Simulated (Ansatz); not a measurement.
YTe, DFT, LDA, norm-conserving pseudopotentials, Ansatz's default files, scalar-relativistic (Ansatz 0.2.0), on 1 thread of Arm Neoverse V1 (shared host).

Command: `ansatz run input.yaml --threads 1 --pin off --max-ram 2048MiB --backend cpu --events-out ev --progress --plain --runs-dir out`

```yaml
crystal:
  lattice:
    - [0.0, 3.04, 3.04]
    - [3.04, 0.0, 3.04]
    - [3.04, 3.04, 0.0]
  atoms:
    - { symbol: "Y", position: [0.5, 0.5, 0.5] }
    - { symbol: Te, position: [0.0, 0.0, 0.0] }
kpoints:
  mp_grid: { grid: [9, 9, 9] }
scf:
  occupations: { method: fermi_dirac, width: 0.05 }
hamiltonian:
  xc: lda
  pseudopotentials: { kind: nc }
output:
  forces: true
  stress: true
  eigenvalues: true
  populations: true
```

Q: How large is the problem that the program sets up?

A: 35 irreducible k-points, 4813 plane waves at Γ, 18 bands.

Q: About how long does it take?

A: 9.8 s of wall time for 7 SCF iterations. Times on shared machines scatter by tens of per cent.
